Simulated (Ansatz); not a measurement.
Relaxation of a relaxed Te2Mo cell, doubled along one cell vector, shaken by Gaussian noise of σ = 0.08 Å a coordinate; 6 atoms in the cell, which starts as P1 (No. 1), aP6; a = 4.692 Å, b = 4.694 Å, c = 8.128 Å, α = 73.26°, β = 73.22°, γ = 60.01°. Calculation: r2SCAN (plane waves to 500 eV, PAW, scalar-relativistic; Ansatz, a program for electronic structure). Γ-centred k-mesh 3×6×7 on the run's cell (coarser than for final values), Fermi–Dirac smearing 0.05 eV. This is the first round of the run. 

The optimiser's lines from the output (shortened; P is positive under compression):

```
relax step   1: F+E_penalty+E_count = -37912.74116761 eV  Δ(F+E_penalty+E_count) = +0.000e0 eV  max|allowed force component| = 1.827e0 eV/Å  Δτ_max = 0.0000 Å  P = +1.895 GPa  Ω = 146.207 Å³  (10 SCF iters, dr2 threshold 1.00e-7 eV, accepted)
relax step   2: F+E_penalty+E_count = -37913.12126790 eV  Δ(F+E_penalty+E_count) = -3.801e-1 eV  max|allowed force component| = 2.804e-1 eV/Å  Δτ_max = 0.1947 Å  P = -0.538 GPa  Ω = 147.405 Å³  (8 SCF iters, dr2 threshold 6.00e-7 eV, accepted)
relax step   3: F+E_penalty+E_count = -37913.14385627 eV  Δ(F+E_penalty+E_count) = -2.259e-2 eV  max|allowed force component| = 3.666e-2 eV/Å  Δτ_max = 0.0584 Å  P = +0.723 GPa  Ω = 145.067 Å³  (7 SCF iters, dr2 threshold 6.00e-7 eV, accepted)
relax step   4: F+E_penalty+E_count = -37913.14660758 eV  Δ(F+E_penalty+E_count) = -2.751e-3 eV  max|allowed force component| = 2.711e-2 eV/Å  Δτ_max = 0.0075 Å  P = -0.146 GPa  Ω = 146.376 Å³  (5 SCF iters, dr2 threshold 6.00e-7 eV, accepted)
relax step   5: F+E_penalty+E_count = -37913.14733716 eV  Δ(F+E_penalty+E_count) = -7.296e-4 eV  max|allowed force component| = 1.873e-2 eV/Å  Δτ_max = 0.0059 Å  P = -0.038 GPa  Ω = 146.195 Å³  (5 SCF iters, dr2 threshold 1.77e-7 eV, accepted)
relax step   6: F+E_penalty+E_count = -37913.14805963 eV  Δ(F+E_penalty+E_count) = -7.225e-4 eV  max|allowed force component| = 1.046e-2 eV/Å  Δτ_max = 0.0143 Å  P = +0.055 GPa  Ω = 146.023 Å³  (6 SCF iters, dr2 threshold 5.27e-8 eV, accepted)
relax step   7: F+E_penalty+E_count = -37913.14842826 eV  Δ(F+E_penalty+E_count) = -3.686e-4 eV  max|allowed force component| = 1.082e-2 eV/Å  Δτ_max = 0.0099 Å  P = +0.021 GPa  Ω = 146.064 Å³  (7 SCF iters, dr2 threshold 1.94e-8 eV, accepted)
relax step   8: F+E_penalty+E_count = -37913.14893475 eV  Δ(F+E_penalty+E_count) = -5.065e-4 eV  max|allowed force component| = 1.520e-2 eV/Å  Δτ_max = 0.0094 Å  P = +0.005 GPa  Ω = 146.076 Å³  (7 SCF iters, dr2 threshold 7.32e-9 eV, accepted)
relax step   9: F+E_penalty+E_count = -37913.15228513 eV  Δ(F+E_penalty+E_count) = -3.350e-3 eV  max|allowed force component| = 2.458e-2 eV/Å  Δτ_max = 0.0343 Å  P = -0.084 GPa  Ω = 146.145 Å³  (8 SCF iters, dr2 threshold 1.44e-8 eV, accepted)
relax step  10: F+E_penalty+E_count = -37913.15990528 eV  Δ(F+E_penalty+E_count) = -7.620e-3 eV  max|allowed force component| = 7.854e-2 eV/Å  Δτ_max = 0.0390 Å  P = -0.051 GPa  Ω = 145.964 Å³  (7 SCF iters, dr2 threshold 2.30e-7 eV, accepted)
relax step  11: F+E_penalty+E_count = -37913.18357516 eV  Δ(F+E_penalty+E_count) = -2.367e-2 eV  max|allowed force component| = 1.709e-1 eV/Å  Δτ_max = 0.0627 Å  P = -0.175 GPa  Ω = 145.852 Å³  (7 SCF iters, dr2 threshold 6.00e-7 eV, accepted)
relax step  12: F+E_penalty+E_count = -37913.29354023 eV  Δ(F+E_penalty+E_count) = -1.100e-1 eV  max|allowed force component| = 5.148e-1 eV/Å  Δτ_max = 0.1242 Å  P = -0.773 GPa  Ω = 145.606 Å³  (8 SCF iters, dr2 threshold 6.00e-7 eV, accepted)
relax step  13: F+E_penalty+E_count = -37913.51635664 eV  Δ(F+E_penalty+E_count) = -2.228e-1 eV  max|allowed force component| = 5.160e-1 eV/Å  Δτ_max = 0.1733 Å  P = -2.052 GPa  Ω = 144.872 Å³  (8 SCF iters, dr2 threshold 6.00e-7 eV, accepted)
relax step  14: F+E_penalty+E_count = -37913.64149222 eV  Δ(F+E_penalty+E_count) = -1.251e-1 eV  max|allowed force component| = 4.232e-1 eV/Å  Δτ_max = 0.1159 Å  P = +0.445 GPa  Ω = 141.333 Å³  (9 SCF iters, dr2 threshold 6.00e-7 eV, accepted)
relax step  15: F+E_penalty+E_count = -37913.68315454 eV  Δ(F+E_penalty+E_count) = -4.166e-2 eV  max|allowed force component| = 3.947e-1 eV/Å  Δτ_max = 0.0739 Å  P = +1.367 GPa  Ω = 138.570 Å³  (7 SCF iters, dr2 threshold 6.00e-7 eV, accepted)
relax step  16: F+E_penalty+E_count = -37913.72101534 eV  Δ(F+E_penalty+E_count) = -3.786e-2 eV  max|allowed force component| = 3.022e-1 eV/Å  Δτ_max = 0.0962 Å  P = -0.336 GPa  Ω = 141.228 Å³  (7 SCF iters, dr2 threshold 6.00e-7 eV, accepted)
relax step  17: F+E_penalty+E_count = -37913.73260681 eV  Δ(F+E_penalty+E_count) = -1.159e-2 eV  max|allowed force component| = 9.381e-2 eV/Å  Δτ_max = 0.0590 Å  P = +0.116 GPa  Ω = 140.365 Å³  (7 SCF iters, dr2 threshold 6.00e-7 eV, accepted)
relax step  18: F+E_penalty+E_count = -37913.73493591 eV  Δ(F+E_penalty+E_count) = -2.329e-3 eV  max|allowed force component| = 1.091e-1 eV/Å  Δτ_max = 0.0466 Å  P = -0.015 GPa  Ω = 140.496 Å³  (7 SCF iters, dr2 threshold 5.50e-7 eV, accepted)
relax step  19: F+E_penalty+E_count = -37913.73874646 eV  Δ(F+E_penalty+E_count) = -3.811e-3 eV  max|allowed force component| = 3.446e-2 eV/Å  Δτ_max = 0.0190 Å  P = -0.002 GPa  Ω = 140.588 Å³  (6 SCF iters, dr2 threshold 6.00e-7 eV, accepted)
relax step  20: F+E_penalty+E_count = -37913.73889095 eV  Δ(F+E_penalty+E_count) = -1.445e-4 eV  max|allowed force component| = 6.415e-3 eV/Å  Δτ_max = 0.0038 Å  P = +0.020 GPa  Ω = 140.542 Å³  (5 SCF iters, dr2 threshold 7.42e-8 eV, accepted)
relax step  21: F+E_penalty+E_count = -37913.73889242 eV  Δ(F+E_penalty+E_count) = -1.465e-6 eV  max|allowed force component| = 1.978e-3 eV/Å  Δτ_max = 0.0009 Å  P = -0.008 GPa  Ω = 140.582 Å³  (5 SCF iters, dr2 threshold 2.97e-9 eV, accepted)
relax step  22: F+E_penalty+E_count = -37913.74023472 eV  Δ(F+E_penalty+E_count) = -1.342e-3 eV  max|allowed force component| = 1.987e-3 eV/Å  Δτ_max = 0.0000 Å  P = +0.000 GPa  Ω = 140.582 Å³  stress off target by 1.92e-2 GPa  SCF on the basis re-selected at this cell (its energy is not comparable with the rows above)  (7 SCF iters)
```

From the first to the last row the energy changes by -0.17 eV/atom and the volume by -3.8 %. The last row is marked as not comparable with the walk above it, whose basis was carried along; it does compare with step 1, since both stand on a basis selected at the nominal cutoff for their own cell.

Later rounds, restarted from the end of this one on a renewed k-mesh, logged 12 more steps and released under 0.01 eV/atom more. The final structure after all rounds: C2/m (No. 12), mS12; a = 8.3339 Å, b = 5.0767 Å, c = 7.7581 Å, α = 90.00°, β = 121.08°, γ = 90.00°. Between re-selections the logged energies stand on a plane-wave basis carried along with the cell. No spin polarisation in the result.

The relaxed structure here is a generated cell of Te2Mo: the first start was made by a random draw of sites in a space group, and the end was not matched to a known phase here, so it may be hypothetical. Known forms of Te2Mo include space group No. 194.
